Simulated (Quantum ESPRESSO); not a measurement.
Space group P2₁/c (No. 14); a = 4.5544 Å, b = 7.0211 Å, c = 9.3436 Å, α = γ = 90.00°, β = 117.39°

| atom | site | symmetry | x | y | z |
|---|---|---|---|---|---|
| S | 4e | 1 | 0.2314 | 0.7159 | 0.1549 |
| Ag | 4e | 1 | 0.0245 | 0.9603 | 0.2688 |
| Ag | 4e | 1 | 0.3029 | 0.1763 | 0.0713 |

The geometry is that of Materials Project entry mp-1102900, symmetrised and not relaxed again.

What does PBEsol (Quantum ESPRESSO, PseudoDojo norm-conserving, 82 Ry, without SOC) give for the electronic structure near the Fermi level?

The PBEsol gap is 1.05 eV; at least one edge lies off the plotted path, at a point of the SCF mesh. The smallest direct gap is 1.23 eV. Another conduction extremum on the path lies within 0.02 eV, too close to call. Spin-orbit splittings are left out.
